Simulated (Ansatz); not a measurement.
Pt (fcc (Cu type), Fm-3m) at seven volumes, the program Ansatz at the r²SCAN+D4 level (PAW), scaled uniformly. One row is withheld.

```
V (Å³/atom)  P (GPa)
-----------  -------
13.806         34.02
14.261         20.47
14.716             ?
15.172          0.00
15.627         -7.64
16.082        -13.89
16.537        -19.01
```

Q: Fit the shown pressures and predict the withheld one.

A: P = (3/2)B₀(x^(7/2) − x^(5/2))[1 + (3/4)(B′ − 4)(x − 1)] with x = (V₀/V)^(2/3). Least squares on the six rows gives V₀ = 15.172 Å³/atom, B₀ = 279 GPa, B′ = 5.44. At V = 14.716, x = 1.0206 and P = 9.25 GPa. The run itself gave 9.26 GPa.

The r²SCAN+D4 relaxation kept the symmetry of its start. The run is not spin-polarised. The pairwise dispersion correction was not fitted to metals. Spin–orbit coupling is left out wherever it is not named.

Potentials: the later of the program's two PAW sets.
